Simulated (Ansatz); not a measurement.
TiAu:
```yaml
crystal:
  lattice:
    - [3.27862, 0.00000, 0.00000]
    - [0.00000, 3.27862, 0.00000]
    - [0.00000, 0.00000, 5.94602]
  atoms:
    - { symbol: Ti, position: [0.00000, 0.50000, 0.86463] }
    - { symbol: Ti, position: [0.50000, 0.00000, 0.13537] }
    - { symbol: Au, position: [0.00000, 0.50000, 0.36066] }
    - { symbol: Au, position: [0.50000, 0.00000, 0.63934] }
```

Relaxed with LDA.

Q: Which orbitals make up the states near the Fermi level in the program Ansatz at the LDA level (PAW)?

A: Within 0.5 eV of the Fermi level: Ti 3d 70 %, Au 5d 6 %, outside the projected shells 16 %. Projections are on Löwdin-orthogonalised atomic valence shells; empty p or d shells of many metals are not among them.

Q: Tabulate the density of states.

A: States/eV per cell of 4 atoms, in 0.25 eV bins, energy from the Fermi level.

```csv
E (eV),total,Au 5d,Ti 3d,Au 6s
-7.85,0.56,0.07,0.02,0.35
-7.60,0.68,0.13,0.04,0.40
-7.35,0.98,0.33,0.06,0.48
-7.10,1.95,1.09,0.13,0.62
-6.85,5.07,3.77,0.26,0.74
-6.60,4.38,3.51,0.19,0.47
-6.35,6.99,6.38,0.20,0.20
-6.10,5.66,5.08,0.22,0.10
-5.85,5.50,4.76,0.30,0.11
-5.60,5.52,4.80,0.35,0.10
-5.35,7.92,6.91,0.58,0.11
-5.10,5.42,4.58,0.44,0.12
-4.85,4.13,3.36,0.29,0.09
-4.60,4.52,3.62,0.32,0.13
-4.35,7.14,5.99,0.50,0.21
-4.10,9.23,8.02,0.63,0.24
-3.85,5.52,4.96,0.31,0.12
-3.60,3.35,2.88,0.15,0.17
-3.35,1.65,1.08,0.16,0.23
-3.10,1.59,0.78,0.24,0.33
-2.85,1.66,0.59,0.40,0.42
-2.60,2.11,0.52,0.73,0.55
-2.35,2.56,0.65,0.96,0.75
-2.10,0.28,0.07,0.07,0.09
-1.85,0.53,0.11,0.17,0.08
-1.60,1.21,0.18,0.58,0.10
-1.35,2.54,0.32,1.44,0.14
-1.10,3.65,0.40,2.26,0.16
-0.85,6.59,0.47,5.25,0.14
-0.60,4.75,0.32,3.53,0.17
-0.35,2.68,0.17,1.84,0.12
-0.10,2.11,0.13,1.42,0.10
0.15,1.99,0.12,1.30,0.08
0.40,2.30,0.16,1.77,0.06
0.65,4.17,0.22,3.74,0.03
0.90,5.11,0.42,4.47,0.04
1.15,3.83,0.32,3.29,0.05
1.40,5.15,0.40,4.47,0.09
1.65,5.61,0.35,4.91,0.09
1.90,7.80,0.40,6.81,0.09
2.15,4.01,0.21,3.42,0.09
2.40,3.48,0.12,3.04,0.07
```

Space group P4/nmm. The first step of the workflow began from a Materials Project structure, measured or hypothetical; the Crystallography Open Database copy checked does not list it. COD files the formula under space group No. 221. Whether it is the stable phase at ambient conditions was not checked. The LDA relaxation kept the symmetry of its start; whether a distortion lowers the energy is not shown. The run is not spin-polarised. Scalar-relativistic: spin–orbit coupling is off unless named, which matters more the heavier the elements.

Potentials: the later of the program's two PAW sets.
